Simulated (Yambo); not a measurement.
BSE-type run in Yambo on GaP (zinc blende, space group F-43m, No. 216) under isotropic strain of +0.5 % on all lattice vectors, at zero momentum.

Quantum ESPRESSO step (PBE, PseudoDojo stringent norm-conserving files, scalar-relativistic):
```
&CONTROL
  calculation = 'nscf'
  pseudo_dir = './pseudo'
  outdir = './out'
/
&SYSTEM
  ibrav = 0
  nat = 2
  ntyp = 2
  ecutwfc = 114.0
  ecutrho = 456.0
  occupations = 'fixed'
  force_symmorphic = .true.
  nbnd = 32
/
&ELECTRONS
  conv_thr = 2e-09
  diago_full_acc = .true.
  diago_thr_init = 1e-08
/
ATOMIC_SPECIES
P 30.9738 P.upf
Ga 69.7230 Ga.upf
CELL_PARAMETERS angstrom
  0.000000000000   2.733568557931   2.733568557931
  2.733568557931   0.000000000000   2.733568557931
  2.733568557931   2.733568557931   0.000000000000
ATOMIC_POSITIONS crystal
P   0.749999787868   0.749999787868   0.749999787868
Ga   0.999999787868   0.999999787868   0.999999787868
K_POINTS automatic
10 10 10 0 0 0
```

Yambo input:
```
rim_cut
optics
bse
bss
dipoles
em1s
RandQpts= 1000000
RandGvec= 1 Ry
FFTGvecs= 40 Ry
Chimod= "HARTREE"
BSKmod= "SEX"
BSEmod= "resonant"
BSSmod= "hs"
BSENGexx= 15 Ry
BSENGBlk= 4 Ry
% KfnQP_E
 0.876 | 1.0 | 1.0 |
%
% BSEQptR
 1 | 1 |
%
% BSEBands
 11 | 14 |
%
% BEnRange
 0.0 | 7.6 | eV
%
% BDmRange
 0.15 | 0.15 | eV
%
BEnSteps= 152
% BLongDir
 1.0 | 0.0 | 0.0 |
%
BSHayTrs= -0.02
BSSNEig= 24
WRbsWF
% BndsRnXs
 5 | 27 |
%
NGsBlkXs= 4 Ry
% LongDrXs
 1.0 | 1.0 | 1.0 |
%
```

From the report:

The dimension is k points × valence × conduction bands = 1000 × 3 × 1 = 3000.
```
   [SLEPC] Approach                          : Krylov-Schur
   [SLEPC] Number of requested eigenvalues   :  24
   [SLEPC] Number of eigenvalues        [NEV]:  24
    [K] Dimension                                    :  3000
    [K] Bands                                        :  11  14
    [K] Exchange res                                 : yes
    [K] Correlation res                              : yes
    [K] W interaction is bare                        : no
    [K] RL vectors exchange                          :  307
    [K] RL vectors correlation                       :   51
    [W] Matrix size                                  :   51
    [W] Bands                                        :   5  27
    [W] Coulomb Cutoff                               : none
    [W] Hxc Kernel                                   : HARTREE
```

Spin-orbit coupling is not included.

Geometry strained from the cell relaxed with PBEsol, atoms relaxed again.
